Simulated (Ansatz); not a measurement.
BN:
```cif
data_B4N4
_chemical_formula_sum 'B4 N4'
_space_group_name_H-M_alt 'F-43m'
_space_group_IT_number 216
_space_group_name_Hall 'F -4 2 3'
_cell_length_a 3.60880
_cell_length_b 3.60880
_cell_length_c 3.60880
_cell_angle_alpha 90.000
_cell_angle_beta 90.000
_cell_angle_gamma 90.000
loop_
_atom_site_label
_atom_site_type_symbol
_atom_site_symmetry_multiplicity
_atom_site_Wyckoff_symbol
_atom_site_fract_x
_atom_site_fract_y
_atom_site_fract_z
_atom_site_occupancy
B1 B 4 a 0.00000 0.00000 0.00000 1
N1 N 4 d 0.75000 0.75000 0.75000 1
```
(The calculation used a cell of 2 atoms; values per cell refer to that cell.)

Relaxed with r²SCAN. Independent-particle spectrum: no excitons, no local fields, no scissors shift; 0.1 eV broadening; ε₁ of the summed bands alone.

Q: Tabulate the dielectric function from DFT-r²SCAN in the program Ansatz with PAW potentials.

A: 

```csv
E (eV),ε₁ xx,ε₂ xx
0.0,4.29,0.00
0.5,4.29,0.00
1.0,4.31,0.00
1.5,4.33,0.00
2.0,4.36,0.00
2.5,4.41,0.00
3.0,4.47,0.00
3.5,4.54,0.00
4.0,4.62,0.00
4.5,4.73,0.00
5.0,4.85,0.00
5.5,5.00,0.00
6.0,5.18,0.00
6.5,5.40,0.00
7.0,5.67,0.00
7.5,6.01,0.00
8.0,6.45,0.00
8.5,7.05,0.00
9.0,7.95,0.00
9.5,9.92,0.12
10.0,11.36,2.42
10.5,12.08,6.31
11.0,9.42,7.57
11.5,9.04,8.55
12.0,8.74,10.57
```

Q: From ε at 11.5 eV (xx: 9.04 + 8.55i), find n, k, the normal reflectivity and the absorption coefficient.

A: n = 3.28, k = 1.304, R = 34 %, α = 2kE/ħc = 1500000 cm⁻¹.

With all bands, ε∞ without local fields is 4.42. DFPT, with local fields, gives 4.46.

Symmetry was held in the r²SCAN relaxation; phonons on a q-mesh show no instability.

Potentials: the earlier of the program's two PAW sets.
